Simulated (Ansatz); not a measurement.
# Ni (diamond): energy against volume

Theory: Ansatz, DFT, PBEsol, plane waves (420 eV) with PAW, scalar-relativistic. The PAW files were generated under PBE, with cores re-solved for the functional.

The cell is scaled uniformly from the relaxed one, with fractional coordinates and shape fixed. Energies are extrapolated to zero smearing, pressures are those at the given smearing. Magnetic state: ferromagnetic.

A Birch-Murnaghan fit gives V₀ = 15.68 Å³/atom, B₀ = 108 GPa, B₀′ = 4.8.

Problem. What are the energy above the minimum and the pressure at 14.436 Å³/atom?

Solution. 39.0 meV/atom and 10.97 GPa as computed.

Problem. What are the energy above the minimum and the pressure at 15.063 Å³/atom?

Solution. 8.8 meV/atom and 4.87 GPa as computed.

Problem. What are the energy above the minimum and the pressure at 16.319 Å³/atom?

Solution. 8.1 meV/atom and -3.82 GPa as computed.
